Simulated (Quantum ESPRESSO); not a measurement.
MgHf2Zr4Y, one run as intended and one with a planted mistake

Computed values, not a measurement. The program is pw.x of Quantum ESPRESSO 7.5 (plane-wave density functional theory). The cell is made up: eight metal atoms on a hexagonal close-packed lattice, with elements, volume, strain and displacements drawn at random and not relaxed, so it may be unstable or far from any real phase. PseudoDojo standard norm-conserving files set the functional (PBE unless stated); there is no spin polarisation or spin-orbit coupling, the Fermi-Dirac width of 0.25 eV means electrons at about 2900 K, and the masses in the input are unused placeholders. Heavy elements are run without spin-orbit coupling, which real alloys of them have. A spin test at this wide smearing found no moment, but such smearing suppresses magnetism that the real alloy may have.

Intended input:

```
&control calculation='scf', pseudo_dir='./dojo.nc.sr.pbe.v0_5.standard.upf', outdir='./o', disk_io='minimal', tprnfor=.true., tstress=.true. /
&system ibrav=0, nat=8, ntyp=4, nbnd=64, ecutwfc=84.00895049, nosym=.true., tot_charge=0,
 occupations='smearing', smearing='fd', degauss=0.0183746611
/
&electrons conv_thr=1.470e-08, electron_maxstep=70, mixing_beta=0.5 /
ATOMIC_SPECIES
Hf 1.0 Hf.upf
Mg 1.0 Mg.upf
Y 1.0 Y.upf
Zr 1.0 Zr.upf
CELL_PARAMETERS angstrom
0.0 0.0 -5.2418
0.0 5.8165 0.0
6.7163 0.0 0.0
ATOMIC_POSITIONS angstrom
Mg 0.0734 0.0353 0.0876
Hf 3.4757 -0.0216 -0.092
Zr 1.6634 3.03 0.0721
Zr 5.0875 2.7654 -0.0375
Zr 0.0065 1.9543 -2.6692
Y 3.3426 1.8822 -2.601
Hf 1.7691 4.8885 -2.7232
Zr 5.0164 4.8898 -2.6766
K_POINTS automatic
5 4 4 1 1 1
```

The log is shortened where brackets say so; the opening notice, blank lines, dates and the lines on written files are dropped, and the path of the files is cut. It prints rydbergs, bohrs and kilobars, and counts compression as positive stress. Its total energy is the free energy E - TS of the whole cell.

Log of the intended run:

```
     Program PWSCF v.7.5
     Parallel version (MPI & OpenMP), running on       4 processor cores
     Number of MPI processes:                 4
     Threads/MPI process:                     1
     [start-up lines left out]
     bravais-lattice index     =            0
     lattice parameter (alat)  =       9.9056  a.u.
     unit-cell volume          =    1381.8753 (a.u.)^3
     number of atoms/cell      =            8
     number of atomic types    =            4
     number of electrons       =        93.00
     number of Kohn-Sham states=           64
     kinetic-energy cutoff     =      84.0090  Ry
     charge density cutoff     =     336.0358  Ry
     scf convergence threshold =      1.5E-08
     mixing beta               =       0.5000
     number of iterations used =            8  plain     mixing
     Exchange-correlation= PBE
                           (   1   4   3   4   0   0   0)
     [axes and pseudopotential details left out]
   Cartesian axes
     site n.     atom                  positions (alat units)
         1        Mg     tau(   1) = (   0.0140028   0.0067343   0.0167118  )
         2        Hf     tau(   2) = (   0.6630738  -0.0041207  -0.0175512  )
         3        Zr     tau(   3) = (   0.3173337   0.5780457   0.0137548  )
         4        Zr     tau(   4) = (   0.9705635   0.5275669  -0.0071540  )
         5        Zr     tau(   5) = (   0.0012400   0.3728299  -0.5092144  )
         6        Y      tau(   6) = (   0.6376817   0.3590751  -0.4962036  )
         7        Hf     tau(   7) = (   0.3374986   0.9325995  -0.5195162  )
         8        Zr     tau(   8) = (   0.9569995   0.9328475  -0.5106261  )
     number of k points=    40  Fermi-Dirac smearing, width (Ry)=  0.0184
                       cart. coord. in units 2pi/alat
        k(    1) = (   0.0975574   0.1126494  -0.1000000), wk =   0.0500000
        k(    2) = (   0.2926723   0.1126494  -0.1000000), wk =   0.0500000
     [further k points left out]
     Dense  grid:   143683 G-vectors     FFT dimensions: (  60,  72,  75)
     Estimated max dynamical RAM per process >     417.80 MB
     Estimated total dynamical RAM >       1.53 GB
     Initial potential from superposition of free atoms
     starting charge      92.9816, renormalised to      93.0000
     Starting wfcs are   75 randomized atomic wfcs
     total cpu time spent up to now is        5.6 secs
     per-process dynamical memory:   301.6 Mb
     Self-consistent Calculation
     iteration #  1     ecut=    84.01 Ry     beta= 0.50
     Davidson diagonalization with overlap
     ethr =  1.00E-02,  avg # of iterations =  3.0
     Threshold (ethr) on eigenvalues was too large:
     Diagonalizing with lowered threshold
     Davidson diagonalization with overlap
     ethr =  4.10E-04,  avg # of iterations =  4.8
     total cpu time spent up to now is       30.5 secs
     total energy              =    -830.83467034 Ry
     estimated scf accuracy    <       0.38750459 Ry
     iteration #  2     ecut=    84.01 Ry     beta= 0.50
     Davidson diagonalization with overlap
     ethr =  4.17E-04,  avg # of iterations =  5.3
     total cpu time spent up to now is       44.9 secs
     total energy              =    -830.69333624 Ry
     estimated scf accuracy    <       2.57250917 Ry
     [iterations 3 to 17 left out]
     iteration # 18     ecut=    84.01 Ry     beta= 0.50
     Davidson diagonalization with overlap
     ethr =  6.65E-11,  avg # of iterations =  2.0
     total cpu time spent up to now is      228.8 secs
     total energy              =    -830.98987394 Ry
     estimated scf accuracy    <       0.00000002 Ry
     iteration # 19     ecut=    84.01 Ry     beta= 0.50
     Davidson diagonalization with overlap
     ethr =  1.71E-11,  avg # of iterations =  2.0
     total cpu time spent up to now is      239.0 secs
     End of self-consistent calculation
     [lines on levels left out]
!    total energy              =    -830.98987394 Ry
     estimated scf accuracy    <          2.5E-09 Ry
     smearing contrib. (-TS)   =      -0.15902855 Ry
     internal energy E=F+TS    =    -830.83084538 Ry
     The total energy is F=E-TS. E is the sum of the following terms:
     one-electron contribution =    -248.85434089 Ry
     hartree contribution      =     146.90100772 Ry
     xc contribution           =    -168.44807689 Ry
     ewald contribution        =    -560.42943533 Ry
     convergence has been achieved in  19 iterations
     Forces acting on atoms (cartesian axes, Ry/au):
     atom    1 type  2   force =     0.00283446   -0.00294635   -0.02007092
     atom    2 type  1   force =    -0.01920127   -0.02168411    0.01649165
     atom    3 type  4   force =    -0.00196366   -0.01208415   -0.01697447
     atom    4 type  4   force =     0.00775483    0.02919518    0.00564072
     atom    5 type  4   force =     0.00273457    0.00637135    0.00923070
     atom    6 type  3   force =     0.00041455    0.02184713   -0.00934252
     atom    7 type  1   force =    -0.00913093   -0.00556120    0.01641021
     atom    8 type  4   force =     0.01655744   -0.01513786   -0.00138537
     Total force =     0.067079     Total SCF correction =     0.000147
     Computing stress (Cartesian axis) and pressure
          total   stress  (Ry/bohr**3)                   (kbar)     P=      -38.67
  -0.00032809  -0.00002800   0.00001401          -48.26       -4.12        2.06
  -0.00002800  -0.00028146  -0.00000948           -4.12      -41.40       -1.39
   0.00001401  -0.00000948  -0.00017903            2.06       -1.39      -26.34
     init_run     :      5.17s CPU      5.43s WALL (       1 calls)
     electrons    :    229.93s CPU    233.39s WALL (       1 calls)
     forces       :      1.91s CPU      1.93s WALL (       1 calls)
     stress       :      6.62s CPU      6.76s WALL (       1 calls)
     [timing details left out]
     PWSCF        :   4m 3.84s CPU   4m 7.76s WALL
     JOB DONE.
```

A second run has one planted mistake: one coordinate of one atom is wrong. The input lines that differ:

```
- Zr 5.0164 4.8898 -2.6766
+ Zr 5.0164 5.0698 -2.6766
```

Its log:

```
     Program PWSCF v.7.5
     Parallel version (MPI & OpenMP), running on       4 processor cores
     Number of MPI processes:                 4
     Threads/MPI process:                     1
     [start-up lines left out]
     bravais-lattice index     =            0
     lattice parameter (alat)  =       9.9056  a.u.
     unit-cell volume          =    1381.8753 (a.u.)^3
     number of atoms/cell      =            8
     number of atomic types    =            4
     number of electrons       =        93.00
     number of Kohn-Sham states=           64
     kinetic-energy cutoff     =      84.0090  Ry
     charge density cutoff     =     336.0358  Ry
     scf convergence threshold =      1.5E-08
     mixing beta               =       0.5000
     number of iterations used =            8  plain     mixing
     Exchange-correlation= PBE
                           (   1   4   3   4   0   0   0)
     [axes and pseudopotential details left out]
   Cartesian axes
     site n.     atom                  positions (alat units)
         1        Mg     tau(   1) = (   0.0140028   0.0067343   0.0167118  )
         2        Hf     tau(   2) = (   0.6630738  -0.0041207  -0.0175512  )
         3        Zr     tau(   3) = (   0.3173337   0.5780457   0.0137548  )
         4        Zr     tau(   4) = (   0.9705635   0.5275669  -0.0071540  )
         5        Zr     tau(   5) = (   0.0012400   0.3728299  -0.5092144  )
         6        Y      tau(   6) = (   0.6376817   0.3590751  -0.4962036  )
         7        Hf     tau(   7) = (   0.3374986   0.9325995  -0.5195162  )
         8        Zr     tau(   8) = (   0.9569995   0.9671868  -0.5106261  )
     number of k points=    40  Fermi-Dirac smearing, width (Ry)=  0.0184
                       cart. coord. in units 2pi/alat
        k(    1) = (   0.0975574   0.1126494  -0.1000000), wk =   0.0500000
        k(    2) = (   0.2926723   0.1126494  -0.1000000), wk =   0.0500000
     [further k points left out]
     Dense  grid:   143683 G-vectors     FFT dimensions: (  60,  72,  75)
     Estimated max dynamical RAM per process >     417.80 MB
     Estimated total dynamical RAM >       1.53 GB
     Initial potential from superposition of free atoms
     starting charge      92.9816, renormalised to      93.0000
     Starting wfcs are   75 randomized atomic wfcs
     total cpu time spent up to now is        5.9 secs
     per-process dynamical memory:   301.6 Mb
     Self-consistent Calculation
     iteration #  1     ecut=    84.01 Ry     beta= 0.50
     Davidson diagonalization with overlap
     ethr =  1.00E-02,  avg # of iterations =  2.9
     Threshold (ethr) on eigenvalues was too large:
     Diagonalizing with lowered threshold
     Davidson diagonalization with overlap
     ethr =  3.96E-04,  avg # of iterations =  4.9
     total cpu time spent up to now is       31.4 secs
     total energy              =    -830.83524359 Ry
     estimated scf accuracy    <       0.37561442 Ry
     iteration #  2     ecut=    84.01 Ry     beta= 0.50
     Davidson diagonalization with overlap
     ethr =  4.04E-04,  avg # of iterations =  5.2
     total cpu time spent up to now is       46.9 secs
     total energy              =    -830.72256471 Ry
     estimated scf accuracy    <       2.04628925 Ry
     [iterations 3 to 16 left out]
     iteration # 17     ecut=    84.01 Ry     beta= 0.50
     Davidson diagonalization with overlap
     ethr =  3.34E-11,  avg # of iterations =  3.7
     total cpu time spent up to now is      215.5 secs
     total energy              =    -830.97997447 Ry
     estimated scf accuracy    <       0.00000002 Ry
     iteration # 18     ecut=    84.01 Ry     beta= 0.50
     Davidson diagonalization with overlap
     ethr =  1.80E-11,  avg # of iterations =  2.0
     total cpu time spent up to now is      226.8 secs
     End of self-consistent calculation
     [lines on levels left out]
!    total energy              =    -830.97997447 Ry
     estimated scf accuracy    <          3.7E-09 Ry
     smearing contrib. (-TS)   =      -0.15971427 Ry
     internal energy E=F+TS    =    -830.82026021 Ry
     The total energy is F=E-TS. E is the sum of the following terms:
     one-electron contribution =    -250.09595492 Ry
     hartree contribution      =     147.53659959 Ry
     xc contribution           =    -168.46540318 Ry
     ewald contribution        =    -559.79550169 Ry
     convergence has been achieved in  18 iterations
     Forces acting on atoms (cartesian axes, Ry/au):
     atom    1 type  2   force =     0.00466711   -0.00207836   -0.02119991
     atom    2 type  1   force =    -0.02177359   -0.01889970    0.01786997
     atom    3 type  4   force =    -0.00183374   -0.01337064   -0.01704081
     atom    4 type  4   force =     0.00843537    0.02994085    0.00582323
     atom    5 type  4   force =     0.00808917    0.01256512    0.00891686
     atom    6 type  3   force =    -0.00637819    0.03617657   -0.00987639
     atom    7 type  1   force =    -0.00935593   -0.00097630    0.01629664
     atom    8 type  4   force =     0.01814979   -0.04335755   -0.00078960
     Total force =     0.086105     Total SCF correction =     0.000162
     Computing stress (Cartesian axis) and pressure
          total   stress  (Ry/bohr**3)                   (kbar)     P=      -36.37
  -0.00030646  -0.00005099   0.00001015          -45.08       -7.50        1.49
  -0.00005099  -0.00027126  -0.00000897           -7.50      -39.90       -1.32
   0.00001015  -0.00000897  -0.00016404            1.49       -1.32      -24.13
     init_run     :      5.34s CPU      5.64s WALL (       1 calls)
     electrons    :    214.15s CPU    220.96s WALL (       1 calls)
     forces       :      1.93s CPU      1.96s WALL (       1 calls)
     stress       :      6.69s CPU      6.90s WALL (       1 calls)
     [timing details left out]
     PWSCF        :   3m48.40s CPU   3m55.77s WALL
     JOB DONE.
```

|  | intended run | run with the mistake |
| --- | --- | --- |
| free energy (eV) | -11306.193 | -11306.059 |
| entropy term -TS, part of it (eV) | -2.164 | -2.173 |
| pressure (GPa) | -3.87 | -3.64 |
| size of the largest force component (eV/Å) | 0.751 | 1.115 |
| largest change of a force component (eV/Å) |  | 0.726 |
| iterations | 19 | 18 |

For scale, a rerun of the intended cell at a higher cutoff and on a denser mesh moved values by no more than 0.002 eV in energy, 0.02 GPa in stress and 0.003 eV/Å in force, and a second program with other atomic files agreed on that cell to 2 % rms in force and 0.5 GPa in pressure.